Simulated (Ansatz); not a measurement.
One crystal and one scan (energy over volume and axial ratio) at two levels, r2SCAN (plane waves to 500 eV, PAW, scalar-relativistic; Ansatz, a first-principles code) and PBE (plane waves to 420 eV, PAW, scalar-relativistic; Ansatz), each from its own relaxed cell and on its own mesh. The cell shown is that of r2SCAN.

GaAs (zinc blende)

```yaml
crystal:
  lattice:
    - [0.00000, 2.83278, 2.83278]
    - [2.83278, 0.00000, 2.83278]
    - [2.83278, 2.83278, 0.00000]
  atoms:
    - { symbol: As, position: [0.75000, 0.75000, 0.75000] }
    - { symbol: Ga, position: [0.00000, 0.00000, 0.00000] }
```

Grid over V/V₀ and (c/a)/(c/a)₀, subscript 0 meaning the relaxed cell; the conventional c axis lies along z; no internal relaxation.

Energies are smeared free energies. GaAs was relaxed with its symmetry unable to fall. The PAW data are Ansatz's earlier set. Percentages come from the unrounded values. Both scans cover V/V₀ from 0.960 to 1.040 and (c/a)/(c/a)₀ from 0.880 to 1.120.

Results of r2SCAN:

```
Property                                                     Value
-----------------------------------------------------------  -----
Lattice constant a (Å)                                       5.666
Shear modulus C′ = (C11 − C12)/2 (fit, atoms clamped) (GPa)     34
```

### Question
What does PBE give for the same quantities?

### Answer
```csv
quantity,PBE,r2SCAN − PBE
Lattice constant a (Å),5.746,-0.080 (-1.4 %)
"Shear modulus C′ = (C11 − C12)/2 (fit, atoms clamped) (GPa)",29,+5 (+17 %)
```

r2SCAN gives the higher value for: shear modulus C′. r2SCAN gives the lower value for: lattice constant a.

(Under strain, the slope of the energy per volume gives the stress and its curvature an elastic modulus.)
